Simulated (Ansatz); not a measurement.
## Li: all-electron results

```
Li
1.0
    -1.75000    1.75000    1.75000
     1.75000   -1.75000    1.75000
     1.75000    1.75000   -1.75000
Li
1
Cartesian
  0.0000 0.0000 0.0000
```

Structure: COD 9011628, as refined from experiment and not relaxed.

Theory: DFT, PBEsol, all-electron LAPW, scalar-relativistic (Ansatz 0.2.0).

Settings: a Γ-centred 15×15×15 k mesh, Fermi–Dirac smearing of 0.08 eV, basis error target 0.25 meV/atom, no spin polarisation.

| Quantity | Value |
| --- | --- |
| Band gap | none: with an odd electron count and no spin polarisation the bands can't all be full, a metal in this set-up (spin order or a larger cell could open a gap) |
| Volume per atom | 144.7 bohr³ |

(1) Give the computed value. Density of states at the Fermi level (0.2 eV bin).

(2) Predict this quantity. Pressure at this cell.

## Answers

(1) 0.50 states/eV per cell.

(2) -7.1 kbar.
